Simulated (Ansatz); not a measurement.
# Fields on a plane of Be (hcp, Mg type)

```
Be
1.0
    2.26472     0.00000     0.00000
   -1.13236     1.96131     0.00000
    0.00000     0.00000     3.56124
Be
2
Cartesian
  0.00000   1.30754   2.67093
  1.13236   0.65377   0.89031
```

The slice is a (0001) plane (indices of the conventional cell) through the point (0.333, 0.667, 0.750) (fractional), spanned by u = [110] and v = [1 -1 0] in vectors of this cell: u (2.26 Å) and v (3.92 Å, at 90° to u). It covers one period; positions are fractions (u, v).

Atoms on it: Be at (0.00, 0.00); Be at (0.50, 0.50).

Method: PBE (plane waves to 420 eV, PAW, scalar-relativistic; Ansatz, a quantum-chemistry and plane-wave program). k mesh 23×23×13. Inside the PAW spheres the values are not all-electron values, and peaks at nuclei hang on which shells count as valence. Be was relaxed with its symmetry unable to fall.

```
|xx036888630x|
|x01589998510|
|124799999742|
|446899999864|
|556789998765|
|556677777665|
|555543334555|
|554310x01345|
|66410xxx0146|
|7751xxxxx157|
|88630xxx0368|
|998510x01589|
|999742124799|
|999864446899|
|998765556789|
|777665556677|
|334555555543|
|x01345554310|
|xx014666410x|
|xxx1577751xx|
```
Scale: ten equal steps from 0.03 (start of '0') to 0.77 (end of '9'), in the order '0123456789'. Values: electron localisation function (ELF). The map has 12 points along u (one character each, u = 0 at the left) and 20 along v (v = 0 in the bottom row). Points within 0.4 Å of a nucleus are blanked (x), as the pseudised field means little there.

| v \ u | 0.00 | 0.17 | 0.33 | 0.50 | 0.67 | 0.83 |
|---|---|---|---|---|---|---|
| 0.90 | -0.7 | -0.6 | -0.5 | -0.5 | -0.5 | -0.6 |
| 0.80 | -0.6 | -0.6 | -0.5 | -0.5 | -0.5 | -0.6 |
| 0.70 | -0.7 | -0.6 | -0.6 | -0.5 | -0.6 | -0.6 |
| 0.60 | -0.6 | -0.6 | -0.6 | -0.7 | -0.6 | -0.6 |
| 0.50 | -0.6 | -0.6 | -0.7 | -1.3 | -0.7 | -0.6 |
| 0.40 | -0.5 | -0.5 | -0.6 | -0.7 | -0.6 | -0.5 |
| 0.30 | -0.5 | -0.5 | -0.6 | -0.6 | -0.6 | -0.5 |
| 0.20 | -0.5 | -0.6 | -0.6 | -0.7 | -0.6 | -0.6 |
| 0.10 | -0.7 | -0.6 | -0.6 | -0.6 | -0.6 | -0.6 |
| 0.00 | -1.3 | -0.7 | -0.6 | -0.6 | -0.6 | -0.7 |

Values: log₁₀ of the valence density in e/Å³. The scale is logarithmic, as a density can span decades between atoms and voids.

- Density on the Be–Be line (2.26 Å) at its midpoint = 0.26 e/Å³
- ELF at that point = 0.62
- ELF maximum in the middle third of the Be–Be line = 0.62, 1.1 Å from Be
